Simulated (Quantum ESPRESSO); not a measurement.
pw.x input (Quantum ESPRESSO 7.5; PBEsol, PseudoDojo standard norm-conserving files, fully relativistic):

```
&CONTROL
  calculation = 'scf'
  pseudo_dir = './pseudo'
  outdir = './out'
  tprnfor = .true.
  tstress = .true.
/
&SYSTEM
  ibrav = 0
  nat = 2
  ntyp = 2
  ecutwfc = 80.0
  ecutrho = 320.0
  occupations = 'smearing'
  smearing = 'fd'
  degauss = 0.002
  nbnd = 36
  noncolin = .true.
  lspinorb = .true.
  assume_isolated = '2D'
/
&ELECTRONS
  conv_thr = 2e-10
/
ATOMIC_SPECIES
Ge 72.6300 Ge.upf
Te 127.6000 Te.upf
CELL_PARAMETERS angstrom
  3.878917172878   0.000000000000   0.000000000000
 -1.939458586439   3.359240810888   0.000000000000
  0.000000000000   0.000000000000  14.400000000000
ATOMIC_POSITIONS crystal
Ge   0.333333333000   0.666666667000   0.053901030700
Te  -0.000000000000   0.000000000333  -0.053901030700
K_POINTS automatic
12 12 1 0 0 0
```

End of the output:

```
     total energy              =    -387.46241187 Ry
     estimated scf accuracy    <       0.00000006 Ry
     total energy              =    -387.46241188 Ry
     estimated scf accuracy    <          1.1E-09 Ry
     total energy              =    -387.46241188 Ry
     estimated scf accuracy    <          3.4E-10 Ry
[...]
     the Fermi energy is    -4.2899 ev
!    total energy              =    -387.46241188 Ry
     estimated scf accuracy    <          7.8E-12 Ry
     smearing contrib. (-TS)   =      -0.00000000 Ry
     internal energy E=F+TS    =    -387.46241188 Ry
     The total energy is F=E-TS. E is the sum of the following terms:
     one-electron contribution =   -1352.39372641 Ry
     hartree contribution      =     676.07211403 Ry
     xc contribution           =     -91.63212847 Ry
     ewald contribution        =     380.49132897 Ry
     convergence has been achieved in  11 iterations
     Forces acting on atoms (cartesian axes, Ry/au):
     atom    1 type  1   force =     0.00000000    0.00000000    0.00165732
     atom    2 type  2   force =     0.00000000   -0.00000000   -0.00165732
     Total force =     0.002344     Total SCF correction =     0.000028
```
In a gapped system the printed Fermi energy is only some level inside the gap.

Geometry relaxed with PBEsol.
